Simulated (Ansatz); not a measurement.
A geometry of Co away from equilibrium: the start of the relaxation of a generated cell, Co placed in the AFLOW prototype A_oC8_64_f (A11, as in Ga). All values below come from r2SCAN (plane waves to 500 eV, PAW, scalar-relativistic; Ansatz, a first-principles code). Γ-centred k-mesh 10×10×9 on the run's cell (coarser than for final values), Fermi–Dirac smearing 0.05 eV.

```xyz
4
Lattice="1.8716 -3.1700 0.0000 1.8716 3.1700 0.0000 0.0000 0.0000 3.7440" Properties=species:S:1:pos:R:3:forces:R:3 pbc="T T T" free_energy=-20522.712 pressure_GPa=35.1
Co     1.8716     0.9821     2.1752    0.0000    0.3165   -0.1715
Co     1.8716    -0.9821     1.5687    0.0000   -0.3165    0.1715
Co     1.8716    -2.1880     3.4407    0.0000    0.3165    0.1715
Co     1.8716     2.1880     0.3033    0.0000   -0.3165   -0.1715
```

Positions in Å, forces in eV/Å, free energy of the cell in eV (comparable only within this code, potentials and settings). Largest force: 0.36 eV/Å, on Co1, Co2, Co3, Co4 (atoms numbered as listed); the geometry lies 0.59 eV/atom above the end of its relaxation.

Spin-polarised start, with parallel moments on Co.

Spin state reached: ferromagnetic (net 1.87 μB/atom), from parallel starting moments; other spin orders were not run from this start. r2SCAN tends to overstate moments in metals.

The run could not lose the symmetry of its start: the end is stationary, and may be a saddle point rather than a minimum.

The end of the path is a generated cell of Co: the first start was made by placing the elements on the sites of a structure type, and the end was not matched to a known phase here, so it may be hypothetical. Known forms of Co include space group No. 194.
